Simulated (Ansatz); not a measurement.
MoSe in space group P6_3/mcm (No. 193; Mo on 6g, Se on 6g) under volume change, the program Ansatz at the r²SCAN+D4 level (PAW), shape and atoms relaxed at each volume.

```json
[
 {"V (Å³/atom)": "23.582", "E − E(relaxed) (meV/atom)": "[?]", "P (GPa)": "[?]"},
 {"V (Å³/atom)": "24.360", "E − E(relaxed) (meV/atom)": "5.3", "P (GPa)": "1.23"},
 {"V (Å³/atom)": "25.137", "E − E(relaxed) (meV/atom)": "1.2", "P (GPa)": "0.51"},
 {"V (Å³/atom)": "25.915", "E − E(relaxed) (meV/atom)": "0.0", "P (GPa)": "0.00"},
 {"V (Å³/atom)": "26.692", "E − E(relaxed) (meV/atom)": "0.9", "P (GPa)": "-0.33"},
 {"V (Å³/atom)": "27.470", "E − E(relaxed) (meV/atom)": "3.1", "P (GPa)": "-0.55"},
 {"V (Å³/atom)": "28.247", "E − E(relaxed) (meV/atom)": "[?]", "P (GPa)": "[?]"}
]
```

Q: Complete the blanks.

A: 
- 23.582, E − E(relaxed) (meV/atom): 13.5
- 23.582, P (GPa): 2.17
- 28.247, E − E(relaxed) (meV/atom): 6.1
- 28.247, P (GPa): -0.66

Q: What does a third-order Birch–Murnaghan fit give for V₀, B₀ and B′?

A: V₀ = 25.93 Å³/atom, B₀ = 13.7 GPa, B′ = 11.8.

The start of the workflow was typed in or built on a structure type; neither database checked (COD, Materials Project) lists it. Its standing as an ambient phase is unchecked. The cell was relaxed with r²SCAN+D4 under the symmetry of its start; whether a distortion lowers the energy is not shown. The workflow began spin-polarised and lost its moments.

Potentials: the later of the program's two PAW sets.
